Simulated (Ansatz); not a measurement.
Input:

WS₂:
```cif
data_S2W
_chemical_formula_sum 'W1 S2'
_space_group_name_H-M_alt 'P 1'
_space_group_IT_number 1
_cell_length_a 7.09378
_cell_length_b 7.09378
_cell_length_c 7.09378
_cell_angle_alpha 26.188
_cell_angle_beta 26.188
_cell_angle_gamma 26.188
loop_
_space_group_symop_operation_xyz
  'x, y, z'
loop_
_atom_site_label
_atom_site_type_symbol
_atom_site_fract_x
_atom_site_fract_y
_atom_site_fract_z
_atom_site_occupancy
W1 W 0.00000 0.00000 0.00000 1
S1 S 0.25670 0.25670 0.25670 1
S2 S 0.74330 0.74330 0.74330 1
```

This is the PBE-relaxed structure.

Q: All from PBE (plane waves, PAW; program Ansatz), unless another level is named. Estimate the electronic character.

A: metallic (no gap).

Q: And the density of states at the Fermi level?

A: 0.34 states/eV per atom (mean over ±0.08 eV).

Q: Predict the formation energy from the elements (no fitted shifts).

A: -0.54 eV/atom.

Space group R-3m. A made-up cell: these elements were put on the sites of a structure type; neither database checked (COD, Materials Project) lists it. It is not the phase usual at ambient conditions (space group No. 194). The cell was relaxed with PBE under the symmetry of its start; whether a distortion lowers the energy is not shown. The run is not spin-polarised. A crystal of weakly bound layers computed without a dispersion correction: the cell and the soft elastic constants depend strongly on that. The references are the lowest solids computed at this level, not always the standard phases. Spin–orbit coupling is left out wherever it is not named.

Potentials: the later of the program's two PAW sets.
